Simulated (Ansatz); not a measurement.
WC:
```xyz
2
Lattice="0.0000 2.3390 2.3390 2.3390 0.0000 2.3390 2.3390 2.3390 0.0000" Properties=species:S:1:pos:R:3 pbc="T T T"
W      0.0000     0.0000     0.0000
C      1.1695     1.1695     1.1695
```

Relaxed with r²SCAN. Special points in fractions of this cell's reciprocal vectors: Γ (0.000, 0.000, 0.000); X (0.500, 0.000, 0.500); U (0.625, 0.250, 0.625); K (0.375, 0.375, 0.750); L (0.500, 0.500, 0.500); W (0.500, 0.250, 0.750).

**Question.** List the band energies nearest the Fermi level at these points for DFT-r²SCAN in the program Ansatz with PAW potentials.

**Answer.** In eV from the Fermi level; about four levels below and three above (degenerate sets whole), none deeper than 8.9 eV; … stands for higher levels left out; points with the same levels are listed once.

```json
[
 {"k": "Γ", "below": "-6.13 -6.13 -6.13 -0.07 -0.07", "above": "2.80 …"},
 {"k": "X", "below": "-7.77 -3.01 -3.01 -2.34", "above": "1.61 2.00 …"},
 {"k": "U", "below": "-6.89 -3.85 -3.78 -2.62", "above": "0.48 1.76 4.60"},
 {"k": "L", "below": "-5.99 -5.35 -5.35", "above": "0.84 0.84 1.21"},
 {"k": "W", "below": "-6.33 -5.05 -3.38 -2.29", "above": "0.07 1.80 3.77"}
]
```

Space group F-43m (zinc blende). The start of the workflow was typed in or built on a structure type; neither database checked (COD, Materials Project) lists it. It is not the phase usual at ambient conditions (space group No. 187). The r²SCAN relaxation kept the symmetry of its start; whether a distortion lowers the energy is not shown. The run is not spin-polarised. Its formation energy is positive at this level, so the cell may be metastable or incomplete. Scalar-relativistic: spin–orbit coupling is off unless named, which matters more the heavier the elements.

Potentials: the later of the program's two PAW sets.
